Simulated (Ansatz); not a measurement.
MgS:
```
CELL_PARAMETERS angstrom
      0.00000     2.60258     2.60258
      2.60258     0.00000     2.60258
      2.60258     2.60258     0.00000
ATOMIC_POSITIONS crystal
  Mg 0.00000 0.00000 0.00000
  S  0.50000 0.50000 0.50000
```

Relaxed with r²SCAN. Special points in fractions of this cell's reciprocal vectors: Γ (0.000, 0.000, 0.000); X (0.500, 0.000, 0.500); U (0.625, 0.250, 0.625); K (0.375, 0.375, 0.750); L (0.500, 0.500, 0.500); W (0.500, 0.250, 0.750).

Question: List the band energies nearest the valence-band maximum at these points for r²SCAN (plane waves, PAW; program Ansatz).

Answer: In eV from the valence-band maximum; about four levels below and three above (degenerate sets whole), none deeper than 8.9 eV; points with the same levels are listed once.

```
k              below                above
-  -----------------  -------------------
Γ     0.00 0.00 0.00  4.64 8.48 8.48 8.48
X  -4.26 -1.72 -1.72      3.47 4.91 13.15
U  -3.75 -3.19 -1.40      4.56 7.31 10.39
L  -4.87 -0.62 -0.62       5.22 7.49 7.49
W  -3.27 -3.27 -2.34       5.92 8.59 8.59
```

Space group Fm-3m (rock salt). The r²SCAN relaxation kept the symmetry of its start.

Potentials: the earlier of the program's two PAW sets.
